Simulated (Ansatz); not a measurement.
# SrCl$_{2}$ with and without relativity

```yaml
crystal:
  lattice:
    - [0.00000, 3.51921, 3.51921]
    - [3.51921, 0.00000, 3.51921]
    - [3.51921, 3.51921, 0.00000]
  atoms:
    - { symbol: Sr, position: [0.00000, 0.00000, 0.00000] }
    - { symbol: Cl, position: [0.25000, 0.25000, 0.25000] }
    - { symbol: Cl, position: [0.75000, 0.75000, 0.75000] }
```

The cell comes from a relaxation on PAW files under the same functional, begun from a database entry that needn't be the ground state.

All-electron LAPW in Ansatz 0.2.0 under PBE, with a Γ-centred 6×6×6 k mesh, Fermi–Dirac smearing of 0.02 eV, no spin polarisation. The basis error target is 0.5 meV/atom. The same cell is solved at each level of relativity (Schrödinger's equation, the scalar-relativistic one, Dirac's), and each level may then relax the cell.

The elements are taken as Cl Cl2 gas, Sr fcc, each relaxed on PAW files under the same functional and computed by the same method as the compound; zero-point and thermal terms are left out. Formation energies keep the scalar-relativistic cells of compound and elements, so at the other levels neither side is at rest.

```tsv
level	P at the cell (GPa)	gap (eV)	ΔE(formation) at the fixed cells (eV/atom)	relaxed V (Å³/atom)
scalar-relativistic	0.04	5.24	-2.540	29.06
non-relativistic	0.17	?	-2.572	29.19
with spin–orbit coupling	0.04	5.24	-2.540	–
```

Question: Fill in "gap (eV)" for the row "non-relativistic".

Answer: 5.43.

Question: Does scalar relativity shrink or swell this crystal?

Answer: It shrinks it by 0.5 % in volume against the non-relativistic cell.
